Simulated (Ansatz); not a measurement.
Kick test of a cell of Ta₄In

The structure comes from a proposed guess, relaxed at this level; another structure or a mixture of phases may lie lower.

Method: DFT PBE, scalar-relativistic, plane waves, PAW in Ansatz 0.2.0. Plane waves to 420 eV, a k mesh through Γ of 10×10×10 on the computed 5-atom cell and Gaussian smearing (0.10 eV); no spin polarisation.

The cell below (5 atoms, space group I4/m (No. 87)) is relaxed within its symmetry.

```xyz
5
Lattice="-3.6936 3.6936 1.7500 3.6936 -3.6936 1.7500 3.6936 3.6936 -1.7500" Properties=species:S:1:pos:R:3 pbc="T T T"
Ta    2.2917    0.7122    1.7500
Ta   -0.7122    2.2917    1.7500
Ta    1.4019    2.9814    0.0000
Ta    4.4058    1.4019    0.0000
In    0.0000    0.0000    0.0000
```

For the test a repeat of it with 10 atoms (edges 5.51, 5.51, 7.00 Å) was strained at random (σ = 1.5 % a component), the atoms were moved at random (σ = 0.15 Å), and all was relaxed again on a coarse 4×4×4 mesh (in the run’s order of axes) with 0.20 eV smearing, with no symmetry imposed.

These runs have no spin–orbit coupling, which can matter for Ta.

Q: Does it come back?

A: It returns, within 1 meV/atom of the unmoved cell on that mesh and with the same symmetry when read at 0.1 Å. No instability shows in this cell; modes of other wave vectors, which need another repeat, aren't tested.
